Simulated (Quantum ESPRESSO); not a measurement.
One change at a time to Ga2HfLi3MgRu

Calculated results; nothing here was measured. They come from Quantum ESPRESSO 7.5, a public plane-wave density functional program. Each row is one single-point run on a made-up periodic cell of eight metal atoms, with elements, volume, strain and displacements drawn at random and not relaxed, so a cell may be unstable or far from any real phase. There is no spin polarisation or spin-orbit coupling.

Settings: PBE unless stated; PseudoDojo standard norm-conserving files; Fermi-Dirac width 0.25 eV, which means electrons at about 2900 K; cutoff 1143 eV; 5 x 5 x 4 k mesh shifted half a step off Gamma. E is the free energy of the whole cell (internal energy minus TS), so a -TS column is already part of it. Stress is positive in tension, and the pressure P is minus a third of its trace.

Checks: one run of this series was repeated at a higher cutoff and on a denser mesh, which moved values by no more than 0.004 eV, 0.03 GPa and 0.004 eV/Å, and a second program with other atomic files agreed on it to 2 % rms in force and 0.5 GPa in pressure. Known limits: the tin pseudopotential is less sure than most, with forces differing by about three percent from a second method on plain tin; heavy elements are run without spin-orbit coupling, which real alloys of them have; a spin test at this wide smearing found no moment, but such smearing suppresses magnetism that the real alloy may have.

The lattice is face-centred cubic, and the cell vectors in Å are (-2.231, -4.387, -2.183); (-4.261, 2.139, 2.091); (0.002, 4.308, -4.210), a volume of 158.93 Å³ in run 1. The elements on sites 1 to 8 are Ga Li Ga Ru Li Hf Li Mg. Each later run makes one change to run 1 and keeps the rest. E is counted from run 1, and is n/a where other atomic files have another zero of energy.

```
run,change,V (Å³),P (GPa),-TS (eV),rms force (eV/Å),largest change of a force component (eV/Å),E (eV)
1,none,158.93,-7.57,-1.131,0.406,0.000,0.000
2,sites 5 and 6 exchanged,158.93,-7.53,-1.268,0.434,1.156,0.632
3,all lengths scaled by +1.69 %,167.12,-8.71,-1.202,0.395,0.091,0.417
4,PBEsol in place of PBE,158.93,-9.39,-1.133,0.431,0.118,n/a
5,Sn on site 7,158.93,-5.06,-1.091,0.448,0.426,n/a
6,site 4 moved by +0.08 Å along x,158.93,-7.50,-1.121,0.399,0.102,?
```

## Worked estimate

Along the move dE = -F dx. The force on site 4 along x is 0.438 eV/Å in run 1 and 0.336 eV/Å in run 6, and the move is +0.08 Å, so the mean force times the move gives an estimate.

## Withheld value

Question: what E should run 6 give?

The estimate is -0.031 eV. The calculation gave -0.031 eV.
